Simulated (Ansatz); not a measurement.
CdS:
```xyz
4
Lattice="4.1966 0.0000 0.0000 -2.0983 3.6344 0.0000 0.0000 0.0000 6.8284" Properties=species:S:1:pos:R:3 pbc="T T T"
Cd     2.0983     1.2115     0.0061
Cd     0.0000     2.4229     3.4203
S      2.0983     1.2115     4.2630
S      0.0000     2.4229     0.8488
```

Relaxed with PBE. Special points in fractions of this cell's reciprocal vectors: Γ (0.000, 0.000, 0.000); M (0.500, 0.000, 0.000); K (0.333, 0.333, 0.000); A (0.000, 0.000, 0.500); L (0.500, 0.000, 0.500); H (0.333, 0.333, 0.500).

Q: List the band energies nearest the valence-band maximum at these points for PBE with spin–orbit coupling (plane waves, PAW; program Ansatz).

A: In eV from the valence-band maximum; about four levels below and three above (degenerate sets whole), none deeper than 8.9 eV; points with the same levels are listed once.

```
k                          below                above
-  -----------------------------  -------------------
Γ          -0.02 -0.02 0.00 0.00  1.10 1.10 2.72 2.72
M        -1.20 -1.20 -0.71 -0.71  3.60 3.60 3.86 3.86
K  -1.71 -1.71 -1.69 -1.53 -1.53       4.73 4.73 4.88
A        -0.35 -0.35 -0.35 -0.35  2.74 2.74 2.74 2.74
L        -1.23 -1.23 -1.23 -1.23  3.44 3.44 3.44 3.44
H        -1.05 -1.05 -1.04 -1.04  4.26 4.26 4.31 4.31
```

Space group P6_3mc (wurtzite). The PBE relaxation kept the symmetry of its start; phonons on a q-mesh show no instability.

Potentials: the later of the program's two PAW sets.
